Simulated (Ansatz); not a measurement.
**Mn (hcp): energy against volume**

Theory: DFT, LDA (PW92), plane waves (420 eV) with PAW, scalar-relativistic (Ansatz). The PAW files were generated under PBE, with cores re-solved for the functional.

The cell is scaled uniformly from the relaxed one, with fractional coordinates and shape fixed. Energies are extrapolated to zero smearing, pressures are those at the given smearing. Magnetic state: spin not included.

A Birch-Murnaghan fit gives V₀ = 10.04 Å³/atom, B₀ = 332 GPa, B₀′ = 4.3.

Q: What are the energy above the minimum and the pressure at 8.845 Å³/atom?

A: 183.5 meV/atom and 55.60 GPa as computed.

Q: What are the energy above the minimum and the pressure at 9.649 Å³/atom?

A: 16.6 meV/atom and 14.73 GPa as computed.

Q: What are the energy above the minimum and the pressure at 11.257 Å³/atom?

A: 125.3 meV/atom and -29.15 GPa as computed.
